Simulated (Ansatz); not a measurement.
Recipe of this trial structure of MgOsC6N6: cyanide-bridged rock-salt net of two metals, 0 guest cations a cell (Fm-3m, No. 225). Lengths were set from tabulated atomic sizes, so they are only a guess.

Space group Fm-3m (No. 225). a = 10.270 Å, b = 10.270 Å, c = 10.270 Å, α = 90.00°, β = 90.00°, γ = 90.00°
| atom | site | symmetry | x | y | z |
| --- | --- | --- | --- | --- | --- |
| Mg | 4a | m-3m | 0.0000 | 0.0000 | 0.0000 |
| Os | 4b | m-3m | 0.5000 | 0.0000 | 0.0000 |
| C | 24e | 4m.m | 0.1928 | 0.0000 | 0.0000 |
| N | 24e | 4m.m | 0.3067 | 0.0000 | 0.0000 |

Level of theory: DFT PBE, scalar-relativistic, plane waves, PAW in Ansatz 0.2.0. Cutoff 420 eV, Gaussian smearing, Γ-centred meshes. Cell and atoms relax first on a coarse mesh and then on a finer one. In between, the cell is made exact in the group found at 0.06 Å. In metals the finer mesh still leaves noise of several meV/atom or more. The steps can't lower the symmetry of their start. Collinear spin, starting moments Os 1.0 μB.

A guess keeps its type if space group and coordination stay and the shape of the cell changes little (axis ratios within about 15 %, angles within 6°); the volume may change.

Task: Will the relaxed cell still be of the starting type?

Result: It keeps its type. The symmetry stays Fm-3m (No. 225). The volume per atom grows by 19.6 %, from 19.3 to 23.1 Å³. The shortest distance stays 1.17 Å (C–N). Counting neighbours within 15 % of an atom's shortest distance, the start has C 1, Mg 6, N 1, Os 6 and the end C 1, Mg 6, N 1, Os 6.

The last run used collinear spin, a 6×6×6 mesh for its 14-atom cell and Gaussian smearing of 0.10 eV. These runs have no spin–orbit coupling, which can matter for Os. The magnetic state reached may not be the lowest. A structure relaxed within its symmetry needn't be a true minimum.
